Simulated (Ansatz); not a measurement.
These are results of DFT PBE, scalar-relativistic, plane waves, PAW (Ansatz 0.2.0), not measurements. All cells share a 420 eV cutoff and Γ-centred k meshes spaced at most about 0.3 Å⁻¹ (about 0.25 or finer for metals, 2π included). Collinear spin in cells that started with moments and kept them past the coarse steps, no spin elsewhere.

All energies are static (0 K, no zero-point motion).

Two relaxed structures of CoGe3Pd:

A. (site moments Co 2.1 μB)

```
Co Ge Pd
1.0
     4.81848    0.00000    0.00000
     0.00000    4.81848    0.00000
     0.00000    0.00000    4.81848
Co Ge Pd
1 3 1
Direct
  0.00000 0.00000 0.00000
  0.00000 0.50000 0.50000
  0.50000 0.00000 0.50000
  0.50000 0.50000 0.00000
  0.50000 0.50000 0.50000
```

B. (site moments Co 1.9 μB)

```
Co Ge Pd
1.0
     4.71193    0.00000    0.00000
     0.00000    4.71193    0.00000
     0.00000    0.00000    4.80596
Co Ge Pd
1 3 1
Direct
  0.00000 0.00000 0.50000
  0.00000 0.50000 0.00000
  0.50000 0.00000 0.00000
  0.50000 0.50000 0.50000
  0.00000 0.00000 0.00000
```

Question: Which would you expect to be lower, and how large is the difference?

Answer: B is lower, by 118 meV/atom. A has the antiperovskite type, space group Pm-3m (No. 221), 22.4 Å³/atom and no gap on its mesh; B has space group P4/mmm (No. 123), 21.3 Å³/atom and no gap. Counting Ge atoms around Co and Pd (those within 1.25 times the shortest such distance or 1.15 times the sum of covalent radii; the shortest distance is added where it is long for a bond), A has Co 12 from 3.4 Å, Pd 6 and B has Co 12 from 3.3 Å, Pd 4. The denser one is the lower, and pressure would at first widen the difference. Even the lower one lies +0.70 eV/atom against the reference forms of the elements (uncorrected), so neither is stable at this level. In A, around Co lie 12 Ge at 3.41 Å; around Ge lie 2 Pd at 2.41 Å, 4 Co at 3.41 Å and 8 Ge at 3.41 Å; around Pd lie 6 Ge at 2.41 Å. In B, Co is surrounded by 2 Pd at 2.40 Å and 12 Ge at 3.33–3.37 Å; Ge on a site of symmetry mmm has 2 Pd at 2.36 Å, 8 Ge at 3.33–3.37 Å and 4 Co at 3.37 Å; around Pd lie 4 Ge at 2.36 Å and 2 Co at 2.40 Å; 1 more site not described. Both come from invented guesses. A third cell relaxed alike, in Pm-3m, lies 0.49 eV/atom below the lower of the two.

The magnetic state reached may not be the lowest. Cells relaxed within their symmetry can be saddle points. Some types were kept out of the candidates beforehand, so the set may lack a known form.
